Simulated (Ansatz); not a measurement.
Sc3SnB (anti-perovskite)

```yaml
crystal:
  lattice:
    - [4.60224, 0.00000, 0.00000]
    - [0.00000, 4.60224, 0.00000]
    - [0.00000, 0.00000, 4.60224]
  atoms:
    - { symbol: Sc, position: [0.50000, 0.00000, 0.50000] }
    - { symbol: Sc, position: [0.00000, 0.50000, 0.50000] }
    - { symbol: Sc, position: [0.50000, 0.50000, 0.00000] }
    - { symbol: Sn, position: [0.00000, 0.00000, 0.00000] }
    - { symbol: B, position: [0.50000, 0.50000, 0.50000] }
```

Grid over V/V₀ and (c/a)/(c/a)₀, subscript 0 meaning the relaxed cell; the conventional c axis lies along z; no internal relaxation.

Method: PBEsol (plane waves to 420 eV, PAW, scalar-relativistic; Ansatz, an electronic-structure program). k mesh 10×10×10 (Γ-centred), Fermi-Dirac smearing 0.05 eV. Compression counts positive. With partly filled bands, the response to shear is sensitive to the k mesh, so small differences along c/a are uncertain. At this level the bands of Sc3SnB touch or barely overlap. Sc3SnB is run without spin polarisation. Sc3SnB was relaxed with its symmetry unable to fall. 

```json
[
 {"σzz (GPa)": "(c/a)/(c/a)₀ = 0.920", "V/V₀ = 0.960": "15.3", "V/V₀ = 0.980": "12.8", "V/V₀ = 1.000": "?", "V/V₀ = 1.020": "8.5", "V/V₀ = 1.040": "?"},
 {"σzz (GPa)": "(c/a)/(c/a)₀ = 0.960", "V/V₀ = 0.960": "9.5", "V/V₀ = 0.980": "7.2", "V/V₀ = 1.000": "5.1", "V/V₀ = 1.020": "3.2", "V/V₀ = 1.040": "1.4"},
 {"σzz (GPa)": "(c/a)/(c/a)₀ = 1.000", "V/V₀ = 0.960": "3.9", "V/V₀ = 0.980": "1.9", "V/V₀ = 1.000": "0.0", "V/V₀ = 1.020": "-1.7", "V/V₀ = 1.040": "-3.2"},
 {"σzz (GPa)": "(c/a)/(c/a)₀ = 1.040", "V/V₀ = 0.960": "-1.0", "V/V₀ = 0.980": "-2.8", "V/V₀ = 1.000": "-4.5", "V/V₀ = 1.020": "-5.9", "V/V₀ = 1.040": "-7.2"},
 {"σzz (GPa)": "(c/a)/(c/a)₀ = 1.080", "V/V₀ = 0.960": "?", "V/V₀ = 0.980": "-6.9", "V/V₀ = 1.000": "-8.3", "V/V₀ = 1.020": "-9.5", "V/V₀ = 1.040": "?"}
]
```

Question: Complete the blanks.

Answer: 
- (c/a)/(c/a)₀ = 0.920, V/V₀ = 1.000: 10.6
- (c/a)/(c/a)₀ = 0.920, V/V₀ = 1.040: 6.6
- (c/a)/(c/a)₀ = 1.080, V/V₀ = 0.960: -5.3
- (c/a)/(c/a)₀ = 1.080, V/V₀ = 1.040: -10.6

(Under strain, the slope of the energy per volume gives the stress and its curvature an elastic modulus.)
